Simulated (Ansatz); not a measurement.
Fe:
```cif
data_Fe2
_chemical_formula_sum 'Fe2'
_space_group_name_H-M_alt 'P63/mmc'
_space_group_IT_number 194
_space_group_name_Hall '-P 6c 2c'
_cell_length_a 2.43411
_cell_length_b 2.43411
_cell_length_c 3.84366
_cell_angle_alpha 90.000
_cell_angle_beta 90.000
_cell_angle_gamma 120.000
loop_
_atom_site_label
_atom_site_type_symbol
_atom_site_symmetry_multiplicity
_atom_site_Wyckoff_symbol
_atom_site_fract_x
_atom_site_fract_y
_atom_site_fract_z
_atom_site_occupancy
Fe1 Fe 2 c 0.33333 0.66667 0.25000 1
```

Relaxed at zero pressure with the program Ansatz at the r²SCAN level (PAW).

### Question
The volume is raised by 6 % and shape and atoms relax at that volume. What pressure results, and how do the axes share the change?

### Answer
-16.5 GPa; a 2.0 %, b 2.0 %, c 1.8 %; the energy rises by 32 meV/atom.

### Question
Give the new structure.

### Answer

Space group P6₃/mmc (No. 194); a = b = 2.483 Å, c = 3.915 Å, α = β = 90.00°, γ = 120.00°

```
atom  site  symmetry       x       y       z
----  ----  --------  ------  ------  ------
Fe      2c      -6m2  0.3333  0.6667  0.2500
```

The phase is kept; no other phase was compared at this pressure.

Space group P6_3/mmc (hcp (Mg type)). This is a known high-pressure phase of the composition, computed here at zero pressure and temperature. The r²SCAN relaxation kept the symmetry of its start; of distortions, only those at the zone centre were tested. The run is not spin-polarised. Axis ratios of metals converge slowly with the k-mesh, so a and c are less sure than the volume.

Potentials: the later of the program's two PAW sets.
